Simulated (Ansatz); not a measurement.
**Random displacements in Ti**

Theory: DFT LDA, scalar-relativistic, plane waves, PAW in Ansatz 0.2.0. Cutoff 420 eV, Γ-centred 10×10×10 k-points, Gaussian smearing of 0.15 eV. No spin polarisation. Energies are free energies at this smearing, counted from the undisturbed cell; pressure is positive in compression.

Reference structure (as given, not relaxed at this level; this fcc form isn't the usual structure):

```
CELL_PARAMETERS angstrom
4.06000 -4.06000 0.00000
4.06000 0.00000 4.06000
0.00000 -4.06000 4.06000
ATOMIC_POSITIONS crystal
Ti 0.50000 0.00000 0.00000
Ti 0.50000 0.00000 0.50000
Ti 0.50000 0.50000 0.00000
Ti 0.50000 0.50000 0.50000
Ti 0.00000 0.00000 0.00000
Ti 0.00000 0.00000 0.50000
Ti 0.00000 0.50000 0.00000
Ti 0.00000 0.50000 0.50000
```

The atoms are displaced (Å, in the unstrained cell):

```csv
atom,ux,uy,uz
Ti1,-0.069,0.028,0.043
Ti2,0.028,0.031,-0.005
Ti3,-0.014,-0.046,-0.004
Ti4,0.043,0.019,0.029
Ti5,0.013,-0.025,-0.044
Ti6,-0.023,-0.019,0.012
Ti7,0.026,0.041,-0.081
Ti8,-0.003,-0.031,0.050
```

The cell is not strained.

Task: What are the energy change, the stress and the forces?

Result: ΔE = 8.8 meV/atom; stress (xx, yy, zz, yz, xz, xy; compression positive) (-4.66, -4.44, -4.75, -0.03, -0.11, 0.00) GPa.
| atom | Fx (eV/Å) | Fy | Fz |
| --- | --- | --- | --- |
| Ti1 | 0.30 | -0.04 | -0.28 |
| Ti2 | -0.09 | -0.21 | 0.16 |
| Ti3 | 0.05 | 0.20 | 0.00 |
| Ti4 | -0.10 | -0.13 | -0.10 |
| Ti5 | -0.20 | 0.04 | 0.05 |
| Ti6 | 0.09 | 0.22 | 0.09 |
| Ti7 | -0.15 | -0.27 | 0.41 |
| Ti8 | 0.10 | 0.18 | -0.32 |

Cost: 1 run of about 5.2 core-minutes, on Intel Xeon Platinum 8488C (Sapphire Rapids) (shared hosts).